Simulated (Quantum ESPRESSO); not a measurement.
Band energies of NaCl

```xyz
2
Lattice="0.0000 2.8018 2.8018 2.8018 0.0000 2.8018 2.8018 2.8018 0.0000" Properties=species:S:1:pos:R:3 pbc="T T T"
Na     0.0000     0.0000     0.0000
Cl     2.8018     2.8018     2.8018
```

PBEsol (Quantum ESPRESSO, PseudoDojo norm-conserving, 88 Ry, without SOC); path ΓXWKΓLUWLK,UX; energies in eV from the valence-band maximum.

```csv
k (1/Å),point,band 4,band 5,band 6,band 7,band 8,band 9,band 10,band 11
0.00,Γ,-20.67,-12.68,0.00,0.00,0.00,5.01,10.93,10.93
0.34,,-20.67,-12.59,-0.56,-0.14,-0.14,5.94,9.84,11.46
0.78,,-20.68,-12.35,-1.54,-0.51,-0.51,7.61,8.24,10.49
1.12,X,-20.68,-12.27,-1.75,-0.63,-0.63,7.47,7.85,11.27
1.23,,-20.68,-12.27,-1.73,-0.66,-0.64,7.56,7.93,11.18
1.57,,-20.68,-12.26,-1.42,-1.08,-0.78,8.60,9.03,10.07
1.68,W,-20.68,-12.25,-1.26,-1.26,-0.79,8.80,9.55,9.55
2.08,K,-20.68,-12.26,-1.49,-1.18,-0.52,8.11,8.93,10.45
2.47,,-20.67,-12.34,-1.53,-0.84,-0.28,8.12,9.53,9.91
2.87,,-20.67,-12.56,-0.80,-0.22,-0.07,6.20,9.87,11.19
3.17,,-20.67,-12.68,-0.07,-0.01,0.00,5.10,10.81,10.97
3.27,Γ,-20.67,-12.68,0.00,0.00,0.00,5.01,10.93,10.93
3.59,,-20.67,-12.60,-0.64,-0.07,-0.07,5.84,10.15,11.22
4.02,,-20.67,-12.37,-1.84,-0.25,-0.25,7.05,10.28,10.92
4.24,L,-20.67,-12.32,-2.03,-0.28,-0.28,7.10,10.66,10.82
4.43,,-20.67,-12.31,-1.95,-0.44,-0.31,7.41,10.25,10.61
4.73,,-20.67,-12.28,-1.61,-1.03,-0.44,8.27,9.33,10.12
4.93,U,-20.68,-12.26,-1.49,-1.18,-0.52,8.11,8.93,10.45
5.12,,-20.68,-12.26,-1.43,-1.16,-0.65,8.46,9.02,10.17
5.32,W,-20.68,-12.25,-1.26,-1.26,-0.79,8.80,9.55,9.55
5.52,,-20.68,-12.26,-1.45,-1.13,-0.63,8.97,9.05,9.72
5.92,,-20.67,-12.31,-1.95,-0.45,-0.32,7.41,10.24,10.60
6.11,L,-20.67,-12.32,-2.03,-0.28,-0.28,7.10,10.66,10.82
6.20,,-20.67,-12.32,-2.01,-0.31,-0.29,7.16,10.57,10.77
6.54,,-20.67,-12.28,-1.70,-0.91,-0.41,8.17,9.46,10.16
6.80,K,-20.68,-12.26,-1.49,-1.18,-0.52,8.11,8.93,10.45
6.80,U,-20.68,-12.26,-1.49,-1.18,-0.52,8.11,8.93,10.45
7.20,X,-20.68,-12.27,-1.75,-0.63,-0.63,7.47,7.85,11.27
```

The PBEsol gap is direct, 5.01 eV at Γ.

Geometry relaxed with PBEsol.
